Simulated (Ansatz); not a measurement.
# KMgF₃: how the free axis answers a strain

KMgF₃, Pm-3m, a = 3.991 Å. The structure is a Materials Project entry; whether it is the stable form wasn't checked. Ansatz: PBEsol, PAW, 420 eV, Γ-centred 6×6×6 mesh on 5 atoms, Gaussian smearing 0.02 eV; no spin polarisation. Series: uniaxial strain along a, with b, c and atoms relaxed; x is the strain in per cent. y is the change of c in per cent of 3.991 Å.

| x (%) | y (%) |
| --- | --- |
| -4.5 | 1.10 |
| -3.0 | 0.72 |
| -1.5 | 0.35 |
| 0.0 | 0.00 |
| 1.5 | -0.32 |
| 3.0 | ? |
| 4.5 | -0.92 |

Question: Fit y = c1 x + c2 x² to the other rows, say what c1 measures, and predict the missing y.

Answer: Least squares on the rows shown. y = −0.2247 x + 0.004528 x². So −c1 = 0.225 is Poisson's ratio for this pair of axes. At x = 3.0 the fit asked for gives -0.63 %. The run gave -0.63 %, the same to the digits shown.

Symmetry holds off the tilts and polar distortions that many cubic perovskites undergo.